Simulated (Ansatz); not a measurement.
WS2 (2H-MoS2 type, space group P6_3/mmc), map of one atom of the cell

Starting cell, WS₂ (2H-MoS2 type, space group P6_3/mmc):

```
WS2
1.0
    3.16997     0.00000     0.00000
   -1.58498     2.74527     0.00000
    0.00000     0.00000    12.49180
W S
2 4
Direct
  0.33333   0.66667   0.25000
  0.66667   0.33333   0.75000
  0.33333   0.66667   0.62490
  0.66667   0.33333   0.12490
  0.66667   0.33333   0.37510
  0.33333   0.66667   0.87510
```

Two-dimensional scan of atom 6 (S, nearest neighbour W at 2.407 Å; its periodic images, 3.2 Å or more away, move with it): u runs along (1.000, 0.000, 0.000), v along (0.000, 1.000, 0.000) (Cartesian). Cell and other atoms are fixed.

Calculation: r2SCAN+rVV10 (plane waves to 500 eV, PAW, scalar-relativistic; Ansatz, an electronic-structure program). k mesh 10×10×3 (Γ-centred), Fermi-Dirac smearing 0.05 eV. The energy includes the smearing's −TS. Stress and pressure are positive under compression. Spin-orbit coupling is left out, though W is heavy. WS2 is run without spin polarisation. WS2 was relaxed with its symmetry unable to fall. ΔE is measured from the undisplaced structure. Axes are in Å.

ΔE (meV/cell), with u across and v down:

```
v \ u   -0.360  -0.180  0.000  0.180  0.360
------  ------  ------  -----  -----  -----
-0.360    1548     826    580    826   1548
-0.180     998     372    160    372    998
0.000      685     174      0    174    685
0.180      709     319    187    319    709
0.360     1136     878    791    878   1136
```

P (GPa), with u across and v down:

```csv
v \ u,-0.360,-0.180,0.000,0.180,0.360
-0.360,5.4,2.7,1.8,2.7,5.4
-0.180,3.5,1.3,0.5,1.3,3.5
0.000,2.3,0.6,0.0,0.6,2.3
0.180,2.1,1.0,0.6,1.0,2.1
0.360,3.5,2.9,2.7,2.9,3.5
```

Summary:

| Property | Result |
|---|---|
| Principal force constants in the plane (five-point differences of the forces) | 10.8 eV/Å², isotropic |
| Centre of the map | a minimum |
| Lowest place on the grid | u = 0.000 Å, v = 0.000 Å (0 meV/cell) |
| Highest place on the grid, met at several equal points | u = -0.360 Å, v = -0.360 Å; u = 0.360 Å, v = -0.360 Å (1548 meV/cell) |

(A displaced cell: forces are minus the slopes of the energy, force constants its curvatures, and phonons follow from these.)
